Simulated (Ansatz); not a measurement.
Input and command of a calculation in Ansatz (plane waves; scalar-relativistic PAW potentials unless the input names others):

```yaml
crystal:
  lattice:
    - [5.5217456852, 0.0, 0.0]
    - [-2.7608728426, 4.7819720366, 0.0]
    - [0.0, 0.0, 7.6843322198]
  atoms:
    - { symbol: Si, position: [0.3333333333, 0.6666666667, 0.25] }
    - { symbol: Si, position: [0.6666666667, 0.3333333333, 0.75] }
    - { symbol: Se, position: [0.8327977809, 0.6655955617, 0.25] }
    - { symbol: Se, position: [0.1672022191, 0.8327977809, 0.75] }
    - { symbol: Se, position: [0.3344044383, 0.1672022191, 0.25] }
    - { symbol: Se, position: [0.1672022191, 0.3344044383, 0.75] }
    - { symbol: Se, position: [0.8327977809, 0.1672022191, 0.25] }
    - { symbol: Se, position: [0.6655955617, 0.8327977809, 0.75] }
basis:
  ecutwfc: 500
  ecutrho_ratio: 8
kpoints:
  mp_grid: { grid: [12, 12, 6] }
hamiltonian:
  xc: r2scan
scf:
  occupations: { method: gaussian, width: 0.1 }
  initial_density: { chi_scale: 0.3 }
output:
  forces: true
  eigenvalues: true
  stress: true
```

```bash
ansatz run input.yaml --threads 1 --pin off --max-ram 2560MiB --backend cpu --events-out ev --progress --plain --runs-dir out
```

Abridged log:
```
Basis set: ecut = 500 eV, 5135 PW (Γ), exchange–correlation on 240×240×320 points (64 copies of the dense FFT grid, shifted against one another)
Bands: 63, of which v1, the nominal top of the filled ones, is band 52 counted from 1 (51 counted from 0)
Symmetry: 24 space group operations
k-points: 76 of 864
SCF iter   1: F=—  HF=-34141.911801 eV  |F-HF|=—  |Δ(HF+E_count)|=         —  Δρ=3.23e-2  dr2=3.91e0  dr2_τ=2.48e-2  ethr=3.10e-3  ⟨swp⟩=6.9  Hψ=18178  notcnv=0  defer=10
SCF iter   2: F=—  HF=-34140.944031 eV  |F-HF|=—  |Δ(HF+E_count)|=   9.68e-1  Δρ=7.10e-3  dr2=8.12e-2  dr2_τ=1.45e-2  ethr=3.10e-3  ⟨swp⟩=2.4  Hψ=7769  notcnv=0  defer=252
SCF iter   3: F=—  HF=-34141.017787 eV  |F-HF|=—  |Δ(HF+E_count)|=   7.38e-2  Δρ=1.46e-3  dr2=8.23e-3  dr2_τ=2.24e-4  ethr=7.80e-5  ⟨swp⟩=2.9  Hψ=9011  notcnv=0  defer=252
SCF iter   4: F=—  HF=-34141.017423 eV  |F-HF|=—  |Δ(HF+E_count)|=   3.64e-4  Δρ=6.47e-4  dr2=1.79e-3  dr2_τ=2.91e-5  ethr=7.91e-6  ⟨swp⟩=2.0  Hψ=8995  notcnv=0  defer=252
SCF iter   5: F=—  HF=-34141.017135 eV  |F-HF|=—  |Δ(HF+E_count)|=   2.89e-4  Δρ=1.58e-4  dr2=7.11e-5  dr2_τ=1.10e-6  ethr=1.72e-6  ⟨swp⟩=2.0  Hψ=5751  notcnv=0  defer=252
SCF iter   6: F=—  HF=-34141.017206 eV  |F-HF|=—  |Δ(HF+E_count)|=   7.12e-5  Δρ=3.47e-5  dr2=2.57e-6  dr2_τ=1.01e-7  ethr=6.84e-8  ⟨swp⟩=2.9  Hψ=9100  notcnv=0  defer=252
SCF iter   7: F=—  HF=-34141.017209 eV  |F-HF|=—  |Δ(HF+E_count)|=   2.86e-6  Δρ=1.01e-5  dr2=1.23e-7  dr2_τ=3.78e-9  ethr=2.48e-9  ⟨swp⟩=2.0  Hψ=8492  notcnv=0  defer=252
SCF iter   8: F=-34141.017209 eV  HF=-34141.017209 eV  |F-HF|=2.91e-8  |Δ(HF+E_count)|=   4.64e-7  Δρ=2.59e-6  dr2=7.65e-9  dr2_τ=2.23e-10  ethr=9.62e-11  ⟨swp⟩=10.6  Hψ=20295  notcnv=0
SCF 1 converged in 8 iterations: F = -34141.017209 eV  dr2 = 7.65e-9
SCF converged after 8 iterations
Free energy (F): -34141.017209 eV
Harris-Foulkes:  -34141.017209 eV  (|F-HF|=2.91e-8)
Internal energy: -34140.996934 eV  (E = F + TS)
E sigma→0 (E₀):  -34141.007072 eV
Entropy (-TS):   -0.020275 eV (-2.534 meV/atom)
Fermi energy:    6.668987 eV
--- Forces (eV/Å), atoms counted from 1 ---
  atom   1  Si     0.00000000     0.00000000     0.00000000
  atom   2  Si     0.00000000     0.00000000     0.00000000
  atom   3  Se     0.00000000     0.00033524     0.00000000
  atom   4  Se    -0.00029033     0.00016762     0.00000000
  atom   5  Se    -0.00029033    -0.00016762     0.00000000
  atom   6  Se     0.00000000    -0.00033524     0.00000000
  atom   7  Se     0.00029033    -0.00016762     0.00000000
  atom   8  Se     0.00029033     0.00016762     0.00000000
--- Stress (GPa, compression-positive) ---
        0.008362       0.000000       0.000000
        0.000000       0.008362       0.000000
        0.000000       0.000000       0.000315
  P = ⅓ Tr σ = 0.0057 GPa (0.057 kbar)
```

Apart from outputs, empty bands and the relaxation, which only the reference makes, the input differs from a reference run on usual settings in scf.initial_density.chi_scale: not typed → 0.3; basis.ecutrho_ratio: not typed → 8. The reference, at the same geometry, ended its own course with pressure 0.01 GPa, largest force 0.000 eV/Å, no gap on the mesh. This run converged in 8 SCF iterations with an energy at zero smearing within 0.01 meV/atom of the reference's, pressure 0.01 GPa, largest force 0.000 eV/Å, no gap on the mesh.

It took 55 s on 1 thread of Intel(R) Xeon(R) 6975P-C (Granite Rapids), with other jobs on the host, peak memory 2.3 GiB.